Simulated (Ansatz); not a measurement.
Sr₂GaSbO₆:
```cif
data_Ga4O24Sb4Sr8
_chemical_formula_sum 'Sr8 Ga4 Sb4 O24'
_space_group_name_H-M_alt 'Fm-3m'
_space_group_IT_number 225
_space_group_name_Hall '-F 4 2 3'
_cell_length_a 7.87221
_cell_length_b 7.87221
_cell_length_c 7.87221
_cell_angle_alpha 90.000
_cell_angle_beta 90.000
_cell_angle_gamma 90.000
loop_
_atom_site_label
_atom_site_type_symbol
_atom_site_symmetry_multiplicity
_atom_site_Wyckoff_symbol
_atom_site_fract_x
_atom_site_fract_y
_atom_site_fract_z
_atom_site_occupancy
Sr1 Sr 8 c 0.25000 0.25000 0.25000 1
Ga1 Ga 4 a 0.00000 0.00000 0.00000 1
Sb1 Sb 4 b 0.50000 0.50000 0.50000 1
O1 O 24 e 0.00000 0.00000 0.24952 1
```
(The calculation used a cell of 10 atoms; values per cell refer to that cell.)

Relaxed with PBEsol. PBEsol (plane waves, PAW; program Ansatz) gives a gap of 1.12 eV.

What gap does HSE06 give on the same cell (Ansatz, PAW)?

2.94 eV, 1.82 eV more. The hybrid was solved on a coarser mesh and at special points; the gap given is the minimum over both.

| k | v1 PBEsol | c1 PBEsol | v1 HSE06 | c1 HSE06 |
|---|---|---|---|---|
| Γ | 0.00 | 1.12 | 0.00 | 2.94 |
| X | -0.08 | 5.05 | [?] | [?] |
| L | -0.58 | 4.22 | [?] | [?] |
| W | -0.61 | 5.26 | [?] | [?] |
| K | -0.30 | 5.14 | [?] | [?] |

Top valence (v1) and lowest conduction level (c1) in eV from each method's valence maximum (which need not be a listed point): supply the withheld HSE06 values.


- L, v1 HSE06: -0.59
- L, c1 HSE06: 6.18
- W, v1 HSE06: -0.64
- W, c1 HSE06: 7.29
- K, v1 HSE06: -0.30
- K, c1 HSE06: 7.15
- X, v1 HSE06: -0.08
- X, c1 HSE06: 7.05

Cost on shared cores: the PBEsol run (SCF on a 6×6×6 mesh, then bands and DOS) around 80 core-seconds (rough), the HSE06 run (SCF on 4×4×4, then a few points) very roughly 7 core-minutes; the tasks are unlike.

The workflow started from a Materials Project entry (that database holds measured and hypothetical structures alike); the Crystallography Open Database copy checked does not list it. Its standing as an ambient phase is unchecked. The cell was relaxed with PBEsol under the symmetry of its start; its stability against distortions is not shown here. Scalar-relativistic: spin–orbit coupling is off unless named, which matters more the heavier the elements.

Potentials: the later of the program's two PAW sets.
